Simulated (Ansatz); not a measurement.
**Structure relaxation, SnTe**

The start is a randomly generated symmetric cell of SnTe (space group No. 46). The cell and all atomic positions are relaxed at zero pressure with r2SCAN (plane waves to 500 eV, PAW, scalar-relativistic; Ansatz, a quantum-chemistry and plane-wave program). The first steps use a coarse 6×6×6 k-mesh.

Starting cell:
```
CELL_PARAMETERS angstrom
     -3.08756     2.63518     4.75057
      3.08756    -2.63518     4.75057
      3.08756     2.63518    -4.75057
ATOMIC_POSITIONS crystal
  Sn 0.09052 0.76635 0.82416
  Sn 0.94219 0.26635 0.17584
  Te 0.22091 0.22091 0.00000
  Te 0.22091 0.72091 0.50000
```

Q: What pressure does the first self-consistent step give?

A: +16 GPa (positive: the cell is compressed).

Q: What is the largest force in the starting geometry, and on which atom (counted from 1)?

A: About 5.7 eV/Å, on Sn1, Sn2 (atoms numbered as listed).

Q: By how much does the energy per atom fall from start to end?

A: 1.15 eV/atom.

Q: How does the volume per atom move from start to end?

A: -16.4 %, from 38.65 to 32.32 Å³/atom.

Q: How do the shortest distances between atoms change?

A: The closest pairs of elements (up to four, under 3.6 Å), start → end: Sn–Te 2.51 → 3.21 Å; Te–Te 3.09 → 4.15 Å; Sn–Sn 3.18 → 4.15 Å.

Q: Give the final cell and atomic positions.

A: 
Space group P-6m2 (No. 187); a = b = 4.2383 Å, c = 4.1548 Å, α = β = 90.00°, γ = 120.00°

```
atom  site  symmetry       x       y       z
----  ----  --------  ------  ------  ------
Sn      1f      -6m2  0.6667  0.3333  0.5000
Te      1a      -6m2  0.0000  0.0000  0.0000
```

Final values are on a 11×13×13 k-mesh of the relaxed cell. No spin polarisation in the result.

The run could not lose the symmetry of its start, so the end can be a saddle point.

The relaxed structure here is a generated cell of SnTe: the first start was made by a random draw of sites in a space group, and the end was not matched to a known phase here, so it may be hypothetical. Known forms of SnTe include space group No. 225.
